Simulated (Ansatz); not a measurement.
CdBr₂ in space group P6_3mc (No. 186; Cd on 2b, Br on 2a, Br on 2b) at seven volumes, r²SCAN+D4 in the plane-wave PAW code Ansatz, shape and atoms relaxed at each. One row is withheld.

```json
[
 {"V (Å³/atom)": "26.653", "P (GPa)": "2.49"},
 {"V (Å³/atom)": "27.532", "P (GPa)": "?"},
 {"V (Å³/atom)": "28.411", "P (GPa)": "0.59"},
 {"V (Å³/atom)": "29.289", "P (GPa)": "0.00"},
 {"V (Å³/atom)": "30.168", "P (GPa)": "-0.43"},
 {"V (Å³/atom)": "31.047", "P (GPa)": "-0.65"},
 {"V (Å³/atom)": "31.925", "P (GPa)": "-0.74"}
]
```

### Question
Fit the shown pressures and predict the withheld one.

### Answer
Third-order Birch–Murnaghan: P = (3/2)B₀(x^(7/2) − x^(5/2))[1 + (3/4)(B′ − 4)(x − 1)] with x = (V₀/V)^(2/3). Least squares on the six rows gives V₀ = 29.272 Å³/atom, B₀ = 15.87 GPa, B′ = 12.11. At V = 27.532, x = 1.0417 and P = 1.38 GPa. The run itself gave 1.40 GPa.

The first step of the workflow began from a Materials Project structure, measured or hypothetical; the Crystallography Open Database files this formula in space group No. 186, but the cells were not matched. Its standing as an ambient phase is unchecked. Symmetry was held in the r²SCAN+D4 relaxation; its stability against distortions is not shown here.

Potentials: the later of the program's two PAW sets.
